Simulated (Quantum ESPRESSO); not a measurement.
## Calculated data, AlGe6As (made-up cell)

All values are calculated (Quantum ESPRESSO 7.5). Calculation on a made-up crystal cell, not a measurement: periodic Kohn-Sham density functional theory in plane waves with PseudoDojo standard norm-conserving scalar-relativistic pseudopotentials, each functional with its own files (v0.5 for PBE, v0.4.1 for LDA and PBEsol), no spin polarisation, no spin-orbit coupling, atoms not relaxed, stress positive in tension, energies less a fixed whole-eV offset for each atom's element; levels are Kohn-Sham levels at fractions of this cell's reciprocal vectors, counted from the reference band (half the neutral cell's valence electrons, rounded up) at Gamma; error bars cover cutoff and k-mesh only, not smearing or the files; added strain carries the atoms with the cell, and shear is the tensor component; each bar is the largest change over components, and at least 0.002 eV, 0.002 eV per angstrom or 0.02 GPa; energies are for the whole cell, and the offsets were chosen from early runs and are not element reference energies.

Entry: AlGe6As (made-up cell)

Unstrained structure:
```xyz
8
Lattice="5.7443 0.0000 0.0000 0.0000 5.7443 0.0000 0.0000 0.0000 5.7443" Properties=species:S:1:pos:R:3 AlGe6As
Ge    -0.0461    -0.0621     0.0023
Ge    -0.0011     2.9057     2.8539
As     2.8774    -0.0030     2.7778
Ge     2.8110     2.8769     0.0209
Ge     1.4448     1.4289     1.3759
Ge     1.4426     4.2588     4.2341
Al     4.3479     1.4964     4.3097
Ge     4.3328     4.2591     1.4837
```

Here we set lattice type zincblende/diamond, functional pbe, cutoff 1143 eV, fermi dirac smearing 0.1 eV, scf tolerance 1e-07 eV, electrons removed 0, added strain kind uniform, added strain -0.0167, k mesh 6 x 6 x 6, shifted by half a step and structure shown before the added strain of -0.0167.

Atoms:
| atoms element | atom site | atom energy offset (eV) |
| --- | --- | --- |
| Ge | 1 | -2430 |
| Ge | 2 | -2430 |
| As | 3 | -2887 |
| Ge | 4 | -2430 |
| Ge | 5 | -2430 |
| Ge | 6 | -2430 |
| Al | 7 | -64 |
| Ge | 8 | -2430 |

**Q.** AlGe6As (made-up cell): stress zz?
**A.** -5.246 GPa

**Q.** AlGe6As (made-up cell): pressure?
**A.** 5.234 GPa

**Q.** Give the table of levels values for AlGe6As (made-up cell).
**A.** 
Levels:
| level k point | next band up (eV) |
| --- | --- |
| Gamma | 0.2551 |
| (1/2,1/2,1/2) | -0.3629 |
| (0.15,0,0) | 0.3911 |
| (0,0.15,0) | 0.4173 |
| (0,0,0.15) | 0.3511 |

Further results for AlGe6As (made-up cell):

```
free energy less offsets : -1.276 eV
smearing term minus ts   : -0.02082 eV
scf iterations           : 10
stress xx                : -5.174 GPa
stress yy                : -5.282 GPa
stress yz                : 1.783 GPa
stress xz                : -0.07836 GPa
stress xy                : 0.2802 GPa
fermi level              : 0.09516 eV
reference band           : 51
error bar energy         : 0.002355 eV
error bar stress         : 0.02 GPa
error bar force          : 0.007183 eV/Å
error bar next band up   : 0.002 eV
error bar fermi level    : 0.01345 eV
error bars from          : tighter rerun of a related cell
```

Forces:
| site | x (eV/Å) | y (eV/Å) | z (eV/Å) |
| --- | --- | --- | --- |
| 1 | 0.1873 | 0.474 | -0.6204 |
| 2 | 0.2902 | -1.151 | 0.2534 |
| 3 | 0.3883 | 0.5615 | 1.192 |
| 4 | 1.135 | -0.008857 | -0.6374 |
| 5 | -1.11 | -0.1055 | -0.04247 |
| 6 | -0.1492 | 0.6344 | 0.7492 |
| 7 | -0.3842 | -0.3876 | 0.2847 |
| 8 | -0.3579 | -0.01703 | -1.179 |
